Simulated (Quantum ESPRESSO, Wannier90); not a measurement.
Wannierisation of ZrO2 (fluorite)

```
CELL_PARAMETERS angstrom
      0.00000     2.54508     2.54508
      2.54508     0.00000     2.54508
      2.54508     2.54508     0.00000
ATOMIC_POSITIONS crystal
  Zr 0.00000 0.00000 0.00000
  O  0.25000 0.25000 0.25000
  O  0.75000 0.75000 0.75000
```

Materials Project entry mp-1565; symmetrised, unrelaxed at this level. COD (Crystallography Open Database) records the formula in this space group. Ideal cubic forms of this type are often high-temperature phases that distort on cooling; symmetry holds the cell here, and its stability was not tested. Computed values, not measurements, from PBEsol: Quantum ESPRESSO (norm-conserving PseudoDojo potentials, cutoff 68 Ry, no spin polarisation, no spin-orbit coupling) on a Γ-centred 8×8×8 mesh, then Wannier90. Density: 10×10×10 mesh, cold smearing 0.01 Ry.

Functional, cutoff and mesh named above are those of the base row (8×8×8); the first column says what each row takes instead. Model: 11 functions from bands 7-27, start hydrogen-like Zr: d; O: p, centres 0.05 Å off the atoms, frozen window tied to the conduction edge or Fermi level of each row, as listed, which moves Ω_I and hoppings a little by itself. Energies are relative to the valence-band maximum; the misfit is to pw.x on a path, for states up to 4.3 eV relative to the valence-band maximum. Only the mesh of Bloch states changes. The disentangled Ω_I can sit in another minimum from row to row.

### Question
Among the meshes 3×3×3, 4×4×4, 5×5×5, 7×7×7, 8×8×8, 10×10×10, which is the coarsest that interpolates to 20 meV rms?

### Answer
4×4×4.

| mesh | frozen to (eV) | Ω_I (Å²) | rms misfit (meV) | k-points (cost) | rough cost of nscf and overlaps (first row = 1) |
|---|---|---|---|---|---|
| 3×3×3 | 4.80 | 9.33 | 36 | 27 | 1.0 |
| 4×4×4 | 4.80 | 9.92 | 6.5 | 64 | 1.5 |
| 5×5×5 | 4.80 | 10.21 | 2.8 | 125 | 3 |
| 7×7×7 | 4.80 | 10.49 | 0.6 | 343 | 7 |
| 8×8×8 | 4.80 | 10.55 | 0.2 | 512 | 13 |
| 10×10×10 | 4.80 | 10.64 | 0.2 | 1000 | 20 |

Ω_I still rises with the mesh: the finite-difference spreads converge slowly and from below.
